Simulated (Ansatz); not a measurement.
Profile along the Ga–N line in GaN (rock salt)

GaN (rock salt)

```xyz
2
Lattice="0.0000 2.0905 2.0905 2.0905 0.0000 2.0905 2.0905 2.0905 0.0000" Properties=species:S:1:pos:R:3 pbc="T T T"
Ga     0.0000     0.0000     0.0000
N      2.0905     2.0905     2.0905
```

Fields along a shortest Ga–N line of a {100} plane (2.09 Å), from Ga to N, interpolated on the slice's grid (step about 0.1 Å). Method: LDA (plane waves to 420 eV, PAW, scalar-relativistic; Ansatz, an electronic-structure program). k mesh 14×14×14. Inside the PAW spheres the values are not all-electron values, and peaks at nuclei hang on which shells count as valence. GaN was relaxed with its symmetry unable to fall. This is one of several known forms of GaN; the measured ambient cells at hand have space group No. 186 or 216.

```tsv
distance from Ga (Å)	valence electron density (e/Å³)	electron localisation function
0.00	53.05	x
0.21	32.36	x
0.42	8.39	0.04
0.63	1.64	0.14
0.84	0.65	0.22
1.04	0.55	0.37
1.25	0.80	0.73
1.46	1.52	0.82
1.67	2.84	0.67
1.88	3.62	x
2.09	3.54	x
```

x: too close to a nucleus for the ELF to mean much.

Density on the Ga–N line (2.09 Å) at its density minimum, 1.0 Å from Ga: 0.54 e/Å³. ELF at that point: 0.3.
